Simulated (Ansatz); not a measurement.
Hf3N4:
```xyz
14
Lattice="-3.3540 3.3540 3.3540 3.3540 -3.3540 3.3540 3.3540 3.3540 -3.3540" Properties=species:S:1:pos:R:3 pbc="T T T"
Hf     2.5155     0.0000     1.6770
Hf     0.8385     0.0000     5.0310
Hf     1.6770     2.5155     0.0000
Hf     5.0310     0.8385     0.0000
Hf     0.0000     1.6770     2.5155
Hf     0.0000     5.0310     0.8385
N      0.4350     0.4350     0.4350
N     -0.4350     2.9191     0.4350
N      2.9191     0.4350    -0.4350
N      0.4350    -0.4350     2.9191
N      2.1120     2.1120     2.1120
N      1.2420     4.5961    -1.2420
N     -1.2420     1.2420     4.5961
N      4.5961    -1.2420     1.2420
```

Relaxed with r²SCAN.

Task: Map the electron localisation function on the plane through (0.375, 0.250, 0.625) spanned by u = [1, 0, 0] and v = [0, 1, -1] in lattice vectors, from r²SCAN (plane waves, PAW; program Ansatz).

Result: x is the fraction of u, y of v (the angle between them is 90°; rows are the nearest grid lines); atoms in the plane: Hf at (0.00, 0.00), Hf at (0.50, 0.88), N at (0.63, 0.12), N at (0.13, 0.75).
```
y \ x   0.000  0.103  0.172  0.276  0.379  0.448  0.552  0.621  0.724  0.828  0.897   1.00
------  -----  -----  -----  -----  -----  -----  -----  -----  -----  -----  -----  -----
1.00    0.742  0.803  0.202  0.204  0.068  0.060  0.145  0.287  0.199  0.204  0.811  0.742
0.925   0.732  0.335  0.065  0.086  0.478  0.826  0.833  0.503  0.095  0.086  0.315  0.732
0.850   0.282  0.711  0.676  0.140  0.693  0.848  0.842  0.669  0.096  0.159  0.069  0.282
0.775   0.795  0.306  0.527  0.773  0.090  0.216  0.192  0.112  0.154  0.066  0.142  0.795
0.700   0.653  0.754  0.796  0.512  0.079  0.114  0.403  0.531  0.176  0.222  0.144  0.653
0.625   0.089  0.333  0.145  0.640  0.689  0.257  0.219  0.295  0.284  0.758  0.619  0.089
0.550   0.085  0.082  0.206  0.841  0.853  0.667  0.084  0.151  0.077  0.238  0.159  0.085
0.450   0.140  0.425  0.397  0.104  0.082  0.070  0.339  0.536  0.345  0.087  0.084  0.140
0.375   0.092  0.454  0.432  0.112  0.112  0.130  0.148  0.183  0.292  0.729  0.637  0.092
0.300   0.167  0.136  0.079  0.400  0.456  0.137  0.086  0.068  0.682  0.844  0.846  0.167
0.225   0.123  0.440  0.201  0.551  0.620  0.204  0.498  0.649  0.189  0.392  0.250  0.123
0.150   0.159  0.451  0.449  0.100  0.076  0.380  0.757  0.302  0.824  0.377  0.096  0.159
0.0750  0.701  0.300  0.079  0.115  0.084  0.424  0.821  0.721  0.829  0.147  0.345  0.701
0.000   0.742  0.803  0.202  0.204  0.068  0.060  0.145  0.287  0.199  0.204  0.811  0.742
```

The density is the valence pseudo-density with augmentation charge, so density and ELF within about 1 Å of a nucleus are not all-electron values.

Space group I-43d. Symmetry was held in the r²SCAN relaxation. No spin polarisation was allowed. Spin–orbit coupling is left out wherever it is not named.

Potentials: the later of the program's two PAW sets.
